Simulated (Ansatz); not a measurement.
ScCu: elastic constants from stress and strain

```
CELL_PARAMETERS angstrom
3.25600 0.00000 0.00000
0.00000 3.25600 0.00000
0.00000 0.00000 3.25600
ATOMIC_POSITIONS crystal
Sc 0.50000 0.50000 0.50000
Cu 0.00000 0.00000 0.00000
```

Atoms are numbered in the order listed.

Conventional cell: a = 3.256 Å, b = 3.256 Å, c = 3.256 Å, α = 90.00°, β = 90.00°, γ = 90.00°. Sc (atom 1) has 8 Cu at 2.82 Å as nearest neighbours. Around Cu (atom 2) lie 8 Sc at 2.82 Å.

The geometry is COD entry 1523972, unchecked; take it as a test cell.

Level of theory: Ansatz 0.2.0, DFT, LDA, all-electron LAPW, scalar-relativistic.

The runs use a Γ-centred 11×11×11 k mesh, Fermi–Dirac smearing of 0.05 eV, basis error target 0.5 meV/atom, no spin polarisation.

The unstrained cell is at -7.60 GPa. Large strains and very small stresses are left out. Each strain is applied once, with fractional coordinates held (clamped ions), and σ below is the change of stress, positive in tension. One finite strain gives stress–strain coefficients at this pressure with an error of the order of the strain times third-order constants, a few per cent for each per cent of strain. In a metal the k mesh adds noise of tens of per cent to soft shears.

Problem. With equal xy, yz and zx engineering shear strains of -1 %, the run gives σxy = -0.40 GPa and γxy = 2εxy = -0.0100. Which stiffness follows?

Solution. C44 (clamped ions) = σxy/γxy = 40 GPa.

Problem. Estimate the stiffness probed by this change, and the stress that it gives: equal xy, yz and zx engineering shear strains of +1 %.

Solution. σxy = 0.38 GPa and γxy = 2εxy = 0.0100, so C44 (clamped ions) = σxy/γxy = 38 GPa.

Problem. The two estimates of C44 (clamped ions) differ. Why, and which value is best?

Solution. Finite strains add third-order terms, and in a metal the k mesh adds noise; two strains on one mesh can't tell these apart, so neither value is shown to be the better.
